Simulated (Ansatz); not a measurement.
La2InCu2 (space group P4/mbm)

```yaml
crystal:
  lattice:
    - [7.70412, 0.00000, 0.00000]
    - [0.00000, 7.70412, 0.00000]
    - [0.00000, 0.00000, 3.91475]
  atoms:
    - { symbol: La, position: [0.17745, 0.67745, 0.50000] }
    - { symbol: La, position: [0.82255, 0.32255, 0.50000] }
    - { symbol: La, position: [0.32255, 0.17745, 0.50000] }
    - { symbol: La, position: [0.67745, 0.82255, 0.50000] }
    - { symbol: In, position: [0.50000, 0.50000, 0.00000] }
    - { symbol: In, position: [0.00000, 0.00000, 0.00000] }
    - { symbol: Cu, position: [0.88284, 0.61716, 0.00000] }
    - { symbol: Cu, position: [0.11716, 0.38284, 0.00000] }
    - { symbol: Cu, position: [0.38284, 0.88284, 0.00000] }
    - { symbol: Cu, position: [0.61716, 0.11716, 0.00000] }
```

The slice is a (-1 1 0) plane (indices of the conventional cell) through the point (0.617, 0.117, 0.000) (fractional), spanned by u = [001] and v = [110] in vectors of this cell: u (3.91 Å) and v (10.90 Å, at 90° to u). It covers one period; positions are fractions (u, v).

All values below come from PBEsol (plane waves to 420 eV, PAW, scalar-relativistic; Ansatz, a first-principles code). k mesh 6×6×12. These are valence fields of a PAW run, semicore shells included where kept as valence: close to a nucleus they are smooth pseudo fields. La2InCu2 is run without spin polarisation. La2InCu2 was relaxed with its symmetry unable to fall.

Problem. Sketch the electrostatic potential energy of an electron, from the cell's mean on this plane as a map.

Solution. 
```
|xxxxxx7799999977xxxx|
|xxxx55888888888855xx|
|55668899887788998866|
|xx447788888888887744|
|xxxxxx7799999977xxxx|
|xxxxxx6699999966xxxx|
|xxxxxx6699999966xxxx|
|xxxxxx6677777766xxxx|
|xx225544110011445522|
|77773300xxxxxx003377|
|886600xxxxxxxxxx0066|
|775500xxxxxxxxxx0055|
|775500xxxxxxxxxx0055|
|88770000xxxxxx000077|
|99885500000000005588|
|77888866443344668888|
|66778899887788998877|
|66778888776677888877|
|88887744000000447788|
|99884400xxxxxx004488|
|886600xxxxxxxxxx0066|
|775500xxxxxxxxxx0055|
|775500xxxxxxxxxx0055|
|88661100xxxxxx001166|
|55664400000000004466|
|xxxx33554433445533xx|
|xxxxxx6688888866xxxx|
|xxxxxx6699999966xxxx|
```
Scale: ten equal steps from 1.00 (start of '0') to 9.16 (end of '9'), in the order '0123456789'. Values: electrostatic potential energy of an electron, from the cell's mean, in eV. The map has 10 points along u (two characters each, u = 0 at the left) and 28 along v (v = 0 in the bottom row). Points within 1 Å of a nucleus are blanked (x), as the pseudised field means little there. Values under 1 eV are set to 1. The zero, the cell's mean, hangs on the PAW cores.
